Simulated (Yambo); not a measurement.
Absorption of WCu2S4 (space group P-42m, No. 111) with and without the electron-hole interaction (Yambo, PBEsol bands; 4×4×4 mesh, 19 valence and 7 conduction bands, static screening with 97 bands and a 3 Ry block, scissor 1.11 eV, Tamm-Dancoff; field along x). Axes are Cartesian, with cell vectors (Å) (5.38, 0.00, 0.00), (0.00, 5.38, 0.00), (0.00, 0.00, 5.06).

```tsv
E (eV)	Im ε, BSE	Im ε, independent quasiparticles
1.40	0.20	0.17
1.50	0.22	0.19
1.60	0.24	0.20
1.70	0.27	0.22
1.80	0.30	0.24
1.90	0.34	0.26
2.00	0.39	0.29
2.10	0.45	0.32
2.20	0.53	0.36
2.30	0.64	0.41
2.40	0.80	0.47
2.50	1.06	0.55
2.60	1.44	0.67
2.70	2.07	0.83
2.80	3.03	1.07
2.90	4.04	1.39
3.00	5.35	1.94
3.10	6.96	2.97
3.20	8.88	4.58
3.30	10.1	6.45
3.40	8.88	7.52
3.50	7.85	7.81
3.60	7.33	8.30
3.70	6.88	8.78
3.80	7.08	8.51
3.90	7.87	8.24
4.00	9.20	8.39
4.10	11.7	8.73
4.20	11.9	9.10
4.30	9.27	9.13
4.40	7.15	9.34
4.50	6.34	9.39
4.60	5.66	8.80
4.70	4.98	8.50
4.80	4.53	8.85
4.90	4.22	9.44
5.00	3.93	9.34
5.10	3.76	8.73
5.20	3.82	8.01
5.30	3.98	7.64
5.40	3.98	7.63
5.50	3.87	7.60
5.60	3.90	7.50
5.70	4.02	7.32
5.80	3.90	7.03
5.90	3.73	6.75
6.00	3.69	6.67
6.10	3.67	6.56
6.20	3.63	6.48
6.30	3.55	6.26
6.40	3.48	6.04
6.50	3.34	6.00
6.60	3.25	5.84
6.70	3.24	5.55
6.80	3.14	5.23
6.90	3.11	4.90
```

The scissor comes from a G0W0 run whose convergence isn't established. Broadening 0.15 eV. The band window holds all transitions up to 6.9 eV. Fine structure above the onset can come from the mesh.

Without spin-orbit coupling, band edges of such heavy elements can be off by tenths of an eV. The 3d shell has no Hubbard U; the runs are without spin polarisation, and magnetic order was not tried.

Geometry relaxed with PBE+D3(BJ); primitive cell a = 5.376 Å, b = 5.376 Å, c = 5.060 Å, α = 90.00°, β = 90.00°, γ = 90.00°.

The structure is a Materials Project entry; no match was found in the copy of COD used, and its stability was not checked.
